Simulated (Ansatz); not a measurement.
## SnSe: how strain makes field gradients

```xyz
2
Lattice="0.0000 3.0100 3.0100 3.0100 0.0000 3.0100 3.0100 3.0100 0.0000" Properties=species:S:1:pos:R:3 pbc="T T T"
Sn    0.0000    0.0000    0.0000
Se    3.0100    3.0100    3.0100
```

Atom numbers follow the list: Sn1, Se2.

The geometry is COD entry 9008725, unchecked; take it as a test cell.

Level of theory: Ansatz 0.2.0, DFT, LDA, all-electron PAW with datasets made for the crystal, scalar-relativistic.

Numerical set-up: a Γ-centred 9×9×9 k mesh, Fermi–Dirac smearing of 0.02 eV, cutoff 240 eV (chosen by the program for this cell), no spin polarisation.

The strain is applied along the Cartesian axes of the cell as listed (γ is the engineering shear, twice εxy = εyz = εzx). Fractional coordinates are held (clamped ions).

The columns are Cartesian components of the electric field gradient at the nuclei, in 10²¹ V/m².

Spin–orbit coupling is left out, which moves gradients at and beside heavy atoms by some per cent and at worst by a factor of two.

Only quantities that a quadratic follows smoothly over the whole series are listed; rougher ones are left out.

| γ | Vxy at Sn1 | Vxy at Se2 |
| --- | --- | --- |
| -0.0300 | 0.11 | -1.07 |
| -0.0200 | 0.07 | -0.71 |
| 0.0000 | 0.00 | 0.00 |
| 0.0100 | -0.03 | 0.35 |
| 0.0200 | -0.07 | 0.69 |
| 0.0300 | -0.10 | 1.04 |

Q: Fit the series and give the gradient–strain slopes.

A: Least-squares fits y = p0 + p1 x + p2 x² to the rows give Vxy at Sn1: p1 = -3.49, p2 = 3.8; Vxy at Se2: p1 = 35.1, p2 = -16. The slopes p1 are in 10²¹ V/m² per unit strain, for clamped ions.

Q: One run, at γ = -0.0100, is withheld. Predict its row.

A: The fits give 0.04, -0.35; the run gave 0.04, -0.35.
